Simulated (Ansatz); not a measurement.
NbAs₂:
```yaml
crystal:
  lattice:
    - [4.66560, 1.68122, 0.00000]
    - [-4.66560, 1.68122, 0.00000]
    - [-3.81412, 0.00000, 6.77252]
  atoms:
    - { symbol: Nb, position: [0.15682, 0.84318, 0.19560] }
    - { symbol: Nb, position: [0.84318, 0.15682, 0.80440] }
    - { symbol: As, position: [0.85882, 0.14118, 0.47174] }
    - { symbol: As, position: [0.14118, 0.85882, 0.52826] }
    - { symbol: As, position: [0.59474, 0.40526, 0.89175] }
    - { symbol: As, position: [0.40526, 0.59474, 0.10825] }
```

Relaxed with PBEsol. Special points in fractions of this cell's reciprocal vectors: Γ (0.000, 0.000, 0.000); C (0.293, 0.293, 0.000); C2 (-0.293, 0.707, 0.000); Y2 (-0.500, 0.500, 0.000); M2 (-0.500, 0.500, 0.500); D (-0.268, 0.732, 0.500); D2 (0.268, 0.268, 0.500); A (0.000, 0.000, 0.500); L2 (0.000, 0.500, 0.500); V2 (0.000, 0.500, 0.000).

Task: List the band energies nearest the Fermi level at these points for PBEsol in the plane-wave PAW code Ansatz.

Result: In eV from the Fermi level; about four levels below and three above (degenerate sets whole), none deeper than 8.9 eV; points with the same levels are listed once.

```json
[
 {"k": "Γ", "below": "-1.76 -1.15 -0.85 -0.26", "above": "0.82 1.24 2.06"},
 {"k": "C", "below": "-2.21 -1.61 -1.52 -1.12", "above": "0.80 0.95 1.64"},
 {"k": "Y2", "below": "-0.93 -0.77 -0.19 -0.12", "above": "0.56 0.77 1.82"},
 {"k": "M2", "below": "-1.78 -1.00 -0.79 -0.75", "above": "0.12 0.56 1.19"},
 {"k": "D", "below": "-2.37 -2.17 -1.62 -0.77", "above": "1.04 1.41 1.53"},
 {"k": "A", "below": "-1.73 -1.36 -0.64 -0.19", "above": "0.12 2.12 2.17"},
 {"k": "L2", "below": "-1.90 -1.82 -1.39 -0.71", "above": "0.47 1.27 1.94"},
 {"k": "V2", "below": "-2.23 -1.92 -1.50 -1.03", "above": "1.48 1.97 2.29"}
]
```

Space group C2/m. The workflow started from a Materials Project entry (that database holds measured and hypothetical structures alike); the Crystallography Open Database files this formula in space group No. 12, but the cells were not matched. Whether it is the stable phase at ambient conditions was not checked. Symmetry was held in the PBEsol relaxation; its stability against distortions is not shown here. The run is not spin-polarised. Spin–orbit coupling is left out wherever it is not named.

Potentials: the later of the program's two PAW sets.
